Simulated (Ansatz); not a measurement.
**Notes on ZrTiGa5**

```xyz
7
Lattice="4.2476 0.0000 0.0000 0.0000 4.2476 0.0000 0.0000 0.0000 6.7461" Properties=species:S:1:pos:R:3 pbc="T T T"
Ga    0.0000    2.1238    2.0562
Ga    2.1238    0.0000    2.0562
Ga    0.0000    2.1238    4.6899
Ga    2.1238    0.0000    4.6899
Zr    0.0000    0.0000    0.0000
Ti    0.0000    0.0000    3.3731
Ga    2.1238    2.1238    0.0000
```

The numbers come from plane-wave PAW DFT (Ansatz): r2SCAN, no spin polarisation, 500 eV, 8×8×5 Γ-centred k points, fermi-dirac occupations (width 0.1 eV). Nothing was relaxed.

**Question.** Describe some of the short contacts.

**Answer.** Ga–Ti at 2.50 Å: least valence density 0.33 e/Å³ and ELF 0.25 there. Ga–Ga at 2.63 Å: least valence density 0.34 e/Å³ and ELF 0.58 there. Zr–Ga at 2.96 Å: least valence density 0.20 e/Å³ and ELF 0.27 there. These are pseudo-fields; inside the PAW spheres they differ from the all-electron ones.

**Question.** Where is the largest force?

**Answer.** The largest is on Ga2 (and as large on other atoms): 1.31 eV/Å, components (0.00, 0.00, -1.31). It makes 122° with the line to a nearest neighbour, Ti6 at 2.50 Å.

**Question.** Which element gives electrons and which takes them?

**Answer.** Bader charges in e: Zr +1.38, Ti +1.02, Ga -0.48. In the mean Zr gives up most and Ga takes most.

**Question.** What is the formation energy?

**Answer.** -0.29 eV an atom against the elements' usual phases (free molecules for gases, crystals otherwise, with no correction for O₂ or N₂), so it is bound against them; other compounds may still compete. Relaxing would lower it.

**Question.** Metal or insulator?

**Answer.** It is a metal, with about 3.1 states/eV a cell as the mean within 0.25 eV of the Fermi level, mostly Ti d (38 %), Ga p (32 %) and Zr d (20 %).

Origin: a known structure type with other elements, at an estimated volume, so it need not be a known compound.
